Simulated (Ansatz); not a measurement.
The cell below belongs to a search over invented structures; it isn't taken from experiment.

Input and command of a plane-wave DFT calculation in Ansatz:

```yaml
crystal:
  lattice:
    - [3.8955583773, 0.0, 0.0]
    - [0.0, 3.8955583773, 0.0]
    - [0.0, 0.0, 11.0071308591]
  atoms:
    - { symbol: Al, position: [0.5, 0.5, 0.5] }
    - { symbol: Ga, position: [0.0, 0.0, 0.7500252342] }
    - { symbol: Ga, position: [0.5, 0.5, 0.0] }
    - { symbol: Ga, position: [0.0, 0.0, 0.2499747658] }
    - { symbol: P, position: [0.5, 0.0, 0.8750502494] }
    - { symbol: P, position: [0.0, 0.5, 0.1249497506] }
    - { symbol: P, position: [0.5, 0.0, 0.3755611017] }
    - { symbol: P, position: [0.0, 0.5, 0.6244388983] }
basis:
  ecutwfc: 420
kpoints:
  mp_grid: { grid: [8, 8, 4] }
hamiltonian:
  xc: pbe
scf:
  occupations: { method: fixed }
output:
  forces: true
  stress: true
  eigenvalues: true
relax:
  adjacent_minimum: "off"
  f_tol: 0.001
  max_steps: 60
  cell: { stress_tol: 0.01 }
```

```bash
ansatz run input.yaml --threads 1 --pin off --max-ram 2560MiB --backend cpu --events-out ev --progress --plain --runs-dir out
```

Processor: Intel(R) Xeon(R) Platinum 8175M CPU @ 2.50GHz (Skylake/Cascade Lake), 1 thread, on a host shared with other jobs.

Problem. How long does it run, and how much memory does it take?

Solution. About 110 s, peak memory 0.57 GiB. It solves 39 bands at 45 k points (after reduction by symmetry) with about 3325 plane waves (on the last cell), in 18 SCF iterations over 3 ionic steps.
